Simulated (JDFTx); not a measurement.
SiC(1 0 -1 0) slab cut from bulk SiC (space group P6_3mc, indices of the conventional cell, lattice of the Materials Project entry mp-7140, not re-optimised): 12 atoms in 6 planes, a 1x1 cell of 15.51 Å² (|a| = 3.074, |b| = 5.045 Å), 6.2 Å between the outermost planes, C/Si outermost, slab composition Si6C6, cell height 22.2 Å, 6×4×1 k mesh, Fermi smearing 0.003 Ha, no spin polarisation. Whether this polymorph is the ambient one wasn't checked.

All numbers are PBE, GBRV ultrasoft potentials, plane waves to 20/100 Ha results from JDFTx (a modified build), not measurements. Vacuum. The outer atoms relax from bulk positions, keeping the cell's symmetry; the lattice is not PBE's own optimum in this code, and that strain can shift the moves by a few hundredths of an ångström. Input:

```
lattice \
  5.8080923492 0.0000000000 0.0000000000 \
  0.0000000000 9.5341407303 0.0000000000 \
  0.0000000000 0.0000000000 41.9519199667
coords-type Lattice
ion C 0.5000000000 0.1246000000 -0.1398811180 1
ion C 0.0000000000 0.6246000000 -0.0999150840 1
ion C 0.0000000000 0.1246000000 -0.0199830170 0
ion C 0.5000000000 0.6246000000 0.0199830170 0
ion C 0.5000000000 0.1246000000 0.0999150840 1
ion C 0.0000000000 0.6246000000 0.1398811180 1
ion Si 0.5000000000 0.5004000000 -0.1398811180 1
ion Si 0.0000000000 0.0004000000 -0.0999150840 1
ion Si 0.0000000000 0.5004000000 -0.0199830170 0
ion Si 0.5000000000 0.0004000000 0.0199830170 0
ion Si 0.5000000000 0.5004000000 0.0999150840 1
ion Si 0.0000000000 0.0004000000 0.1398811180 1
ion-species pseudo/c_pbe_v1.2.upf
ion-species pseudo/si_pbe_v1.upf
elec-cutoff 20 100
elec-ex-corr gga-PBE
coulomb-interaction Slab 001
coulomb-truncation-embed 0 0 0
kpoint-folding 6 4 1
elec-smearing Fermi 0.003
lcao-params 10
elec-n-bands 30
converge-empty-states yes
electronic-scf nIterations 100 energyDiffThreshold 1e-07
ionic-minimize nIterations 10 energyDiffThreshold 1e-5 knormThreshold 4e-4
dump-name vac.$VAR
dump End State Ecomponents EigStats BandEigs Forces ElecDensity IonicPositions Fillings Kpoints Dtot
```

Q: How far do the free atoms of the upper face move along the normal, and how much energy is released?

A: C (atom 6) -0.05 Å, Si (atom 12) -0.22 Å, Si (atom 11) 0.09 Å, C (atom 5) 0.07 Å (positive: outward). The free energy falls by 1.248 eV per cell, 645 mJ/m².
